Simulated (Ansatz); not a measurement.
Recipe of this trial structure of Hf₃C₂: random cell by space group and Wyckoff sites (R-3m, No. 166). Its size is a rough estimate.

```yaml
crystal:
  lattice:
    - [2.32087, 1.33995, 4.79331]
    - [-2.32087, 1.33995, 4.79331]
    - [0.00000, -2.67990, 4.79331]
  atoms:
    - { symbol: Hf, position: [0.50000, 0.50000, 0.00000] }
    - { symbol: Hf, position: [0.00000, 0.50000, 0.50000] }
    - { symbol: Hf, position: [0.50000, 0.00000, 0.50000] }
    - { symbol: C, position: [0.06218, 0.06218, 0.06218] }
    - { symbol: C, position: [0.93782, 0.93782, 0.93782] }
```

Method: Ansatz, DFT PBE, scalar-relativistic, plane waves, PAW. Cutoff 420 eV, Gaussian smearing, Γ-centred meshes. Cell and atoms relax first on a coarse mesh and then on a finer one. In between, the cell is made exact in the group found at 0.06 Å. In metals the finer mesh still leaves noise of several meV/atom or more. The steps can't lower the symmetry of their start. No spin polarisation.

A guess keeps its type if space group and coordination stay and the shape of the cell changes little (axis ratios within about 15 %, angles within 6°); the volume may change.

**Question.** Will the relaxed cell still be of the starting type?

**Answer.** It doesn't keep its type. The symmetry stays R-3m (No. 166). The volume per atom shrinks by 17.9 %, from 17.9 to 14.7 Å³. The shortest distance goes from 1.79 Å (C–C) to 1.42 Å (C–C). The ratio c/a of the conventional cell changes by a factor of 0.43. Counting neighbours within 15 % of an atom's shortest distance, the start has C 1, Hf 8 and the end C 1, Hf 2. In detail, at the end Hf is surrounded by 2 C at 2.48 Å, 8 Hf at 2.88–3.05 Å and 4 C at 2.97 Å; C is surrounded by 1 C at 1.42 Å, 3 Hf at 2.48 Å and 6 Hf at 2.97 Å.

```yaml
crystal:
  lattice:
    - [2.88088, 1.66327, 2.55250]
    - [-2.88088, 1.66327, 2.55250]
    - [0.00000, -3.32655, 2.55250]
  atoms:
    - { symbol: Hf, position: [0.50000, 0.50000, 0.00000] }
    - { symbol: Hf, position: [0.00000, 0.50000, 0.50000] }
    - { symbol: Hf, position: [0.50000, 0.00000, 0.50000] }
    - { symbol: C, position: [0.09254, 0.09254, 0.09254] }
    - { symbol: C, position: [0.90746, 0.90746, 0.90746] }
```

Formation energies are uncorrected and refer to the elements' standard structures at the same level.

**Question.** At what energy does it end?

**Answer.** +0.41 eV/atom. The separate elements lie lower, so it is unstable against them.

The last run used a 12×12×12 mesh for its 5-atom cell and Gaussian smearing of 0.10 eV. Spin–orbit coupling, which can matter for Hf, is left out. The reference form of C is held partly by dispersion forces, which this level lacks. A structure relaxed within its symmetry needn't be a true minimum. Another cell of Hf3C2 relaxed alike, in P-3m1, lies 1.17 eV/atom lower, so this cell isn't the stable form at this level.
